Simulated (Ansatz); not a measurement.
Molecular dynamics on a 1×1×1 supercell (2 atoms) of SnTe (zincblende), relaxed with r2SCAN. Forces come from r2SCAN in Ansatz 0.2.0: constant energy and volume (NVE), velocities drawn at 600 K, steps of 1 fs. Computed, non-magnetic; the trajectory is short and the cell small, so nothing here is a converged average. The structure comes from a prototype and may be hypothetical.

```yaml
crystal:
  lattice:
    - [0.0, 3.5839840077, 3.5839840077]
    - [3.5839840077, 0.0, 3.5839840077]
    - [3.5839840077, 3.5839840077, 0.0]
  atoms:
    - { symbol: Sn, position: [0.0, 0.0, 0.0] }
    - { symbol: Te, position: [0.25, 0.25, 0.25] }
kpoints:
  mp_grid: { grid: [4, 4, 4] }
hamiltonian:
  xc: r2scan
scf:
  occupations: { method: fermi_dirac, width: 0.052 }
md:
  ensemble: nve
  temperature: 600
  timestep: 1.0
  n_steps: 40
  initial_velocities: maxwell_boltzmann
  seed: 4630
```

Run as `ansatz run input.yaml --threads 4 --pin off --max-ram 3686MiB --backend cpu --events-out ev --progress --plain --runs-dir out`. Wall time 2.9 min on 4 threads of Intel(R) Xeon(R) Processor @ 2.50GHz (Skylake/Cascade Lake) (shared host); peak host memory 0.72 GiB.

| step | t (fs) | T (K) | free energy F from step 0 (meV/atom) | kinetic energy (meV/atom) | largest force (eV/Å) |
| --- | --- | --- | --- | --- | --- |
| 0 | 0 | 600 | 0.0 | 38.8 | 0.00 |
| 1 | 1 | 600 | 0.0 | 38.8 | 0.01 |
| 2 | 2 | 599 | 0.1 | 38.7 | 0.03 |
| 3 | 3 | 598 | 0.1 | 38.6 | 0.04 |
| 4 | 4 | 596 | 0.3 | 38.5 | 0.05 |
| 5 | 5 | 594 | 0.4 | 38.4 | 0.06 |
| 6 | 6 | 591 | 0.6 | 38.2 | 0.08 |
| 7 | 7 | 588 | 0.8 | 38.0 | 0.09 |
| 8 | 8 | 584 | 1.0 | 37.8 | 0.10 |
| 9 | 9 | 580 | 1.3 | 37.5 | 0.11 |
| 10 | 10 | 576 | 1.6 | 37.2 | 0.13 |
| 11 | 11 | 571 | 1.9 | 36.9 | 0.14 |
| 12 | 12 | 565 | 2.2 | 36.5 | 0.15 |
| 13 | 13 | 560 | 2.6 | 36.2 | 0.16 |
| 14 | 14 | 554 | 3.0 | 35.8 | 0.17 |
| 15 | 15 | 547 | 3.4 | 35.4 | 0.19 |
| 16 | 16 | 540 | 3.9 | 34.9 | 0.20 |
| 17 | 17 | 533 | 4.3 | 34.4 | 0.21 |
| 18 | 18 | 525 | 4.8 | 33.9 | 0.22 |
| 19 | 19 | 517 | 5.4 | 33.4 | 0.23 |
| 20 | 20 | 509 | 5.9 | 32.9 | 0.24 |
| 21 | 21 | 500 | 6.4 | 32.3 | 0.25 |
| 22 | 22 | 492 | 7.0 | 31.8 | 0.26 |
| 23 | 23 | 482 | 7.6 | 31.2 | 0.27 |
| 24 | 24 | 473 | 8.2 | 30.6 | 0.28 |
| 25 | 25 | 463 | 8.8 | 30.0 | 0.29 |
| 26 | 26 | 454 | 9.5 | 29.3 | 0.30 |
| 27 | 27 | 444 | 10.1 | 28.7 | 0.31 |
| 28 | 28 | 433 | 10.8 | 28.0 | 0.32 |
| 29 | 29 | 423 | 11.4 | 27.3 | 0.33 |
| 30 | 30 | 413 | 12.1 | 26.7 | 0.34 |
| 31 | 31 | 402 | 12.8 | 26.0 | 0.34 |
| 32 | 32 | 391 | 13.5 | 25.3 | 0.35 |
| 33 | 33 | 380 | 14.2 | 24.6 | 0.36 |
| 34 | 34 | 369 | 14.9 | 23.9 | 0.37 |
| 35 | 35 | 358 | 15.6 | 23.2 | 0.38 |
| 36 | 36 | 347 | 16.3 | 22.4 | 0.39 |
| 37 | 37 | 336 | 17.1 | 21.7 | 0.39 |
| 38 | 38 | 325 | 17.8 | 21.0 | 0.40 |
| 39 | 39 | 314 | 18.5 | 20.3 | 0.41 |
| 40 | 40 | 303 | 19.2 | 19.6 | 0.41 |

The temperature goes from 600 K to 303 K in 40 fs. The atoms start on their lattice sites with kinetic energy alone, so much of it first passes into potential energy. The conserved energy stays within 0.00 meV an atom. By the last step the atoms have moved 0.09 Å in the root mean square, the drift of the whole cell taken out, 0.09 Å at most.

Positions (Å) and forces (eV/Å) at step 40:
```
Sn  -0.060  -0.026  -0.064     0.278   0.074   0.298
Te   1.848   1.816   1.852    -0.278  -0.074  -0.298
```
